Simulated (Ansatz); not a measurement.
A geometry of TiC away from equilibrium: step 3 of the relaxation of a relaxed TiC cell displaced along its unstable phonon at q = (0, 0, ½) of its primitive reciprocal cell (220i cm⁻¹), largest move 0.15 Å. The numbers are results of PBE (plane waves to 420 eV, PAW, scalar-relativistic; Ansatz, an electronic-structure program), not measurements. Γ-centred k-mesh 7×7×6 on the run's cell (coarser than for final values), Fermi–Dirac smearing 0.05 eV.

```
TiC
1.0
    5.34111     0.00000     0.00000
   -2.67055     4.62554     0.00000
    0.00000     0.00000     5.91236
Ti C
6 6
Direct
  0.50000   0.00000   0.99750
  0.50000   0.00000   0.50250
  0.50000   0.50000   0.99750
  0.50000   0.50000   0.50250
  0.00000   0.50000   0.99750
  0.00000   0.50000   0.50250
  0.00000   0.00000   0.90902
  0.00000   0.00000   0.59098
  0.33333   0.66667   0.25000
  0.33333   0.66667   0.75000
  0.66667   0.33333   0.25000
  0.66667   0.33333   0.75000
```

Task: What forces act on the atoms (eV/Å)?

Result: 
```csv
atom,Fx,Fy,Fz
Ti1,0.00,0.00,-0.16
Ti2,0.00,0.00,0.16
Ti3,0.00,0.00,-0.16
Ti4,0.00,0.00,0.16
Ti5,0.00,0.00,-0.16
Ti6,0.00,0.00,0.16
C7,0.00,0.00,-2.65
C8,0.00,0.00,2.65
C9,0.00,0.00,0.00
C10,0.00,0.00,0.00
C11,0.00,0.00,0.00
C12,0.00,0.00,0.00
```

Task: What is the pressure?

Result: -0.8 GPa, compression positive.

No spin polarisation in the result.

The run could not lose the symmetry of its start: the end is stationary, and may be a saddle point rather than a minimum.

The end of the path is a generated cell of TiC: the first start was made by placing the elements on the sites of a structure type, and the end was not matched to a known phase here, so it may be hypothetical. Known forms of TiC include space group No. 225.
